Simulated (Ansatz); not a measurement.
BN: two-dimensional strain map

Computed with Ansatz 0.2.0, DFT PBE, scalar-relativistic, plane waves, PAW. Cutoff 420 eV, Γ-centred 12×12×6 k-points, Gaussian smearing of 0.05 eV. No spin polarisation. Energies are free energies at this smearing, counted from the undisturbed cell; pressure is positive in compression.

Zero of the scan (as given, not relaxed at this level; it stands at 0.0 GPa; this wurtzite form isn't the usual structure):

```
CELL_PARAMETERS angstrom
2.55394 0.00000 0.00000
-1.27697 2.21178 0.00000
0.00000 0.00000 4.22685
ATOMIC_POSITIONS crystal
B 0.66667 0.33333 0.99972
B 0.33333 0.66667 0.49972
N 0.66667 0.33333 0.62528
N 0.33333 0.66667 0.12528
```

The cell is strained by p along both x and y and by q along z, fractional coordinates fixed. Points are written (p, q).

Energy above the undisturbed cell in meV/atom (a dash: not computed):

```csv
p \ q,-0.080,-0.040,0.000,0.040,0.080
-0.080,497.1,362.4,312.0,324.7,384.9
-0.040,?,111.0,70.4,91.6,159.0
0.000,145.8,32.4,0.0,28.0,100.9
0.040,?,81.0,56.0,89.7,?
0.080,315.5,221.2,203.3,?,323.2
```

Problem. Fill in the withheld energies.

Solution. (-0.040, -0.080): 234.4; (0.040, -0.080): 184.9; (0.040, 0.080): 167.0; (0.080, 0.040): 242.3.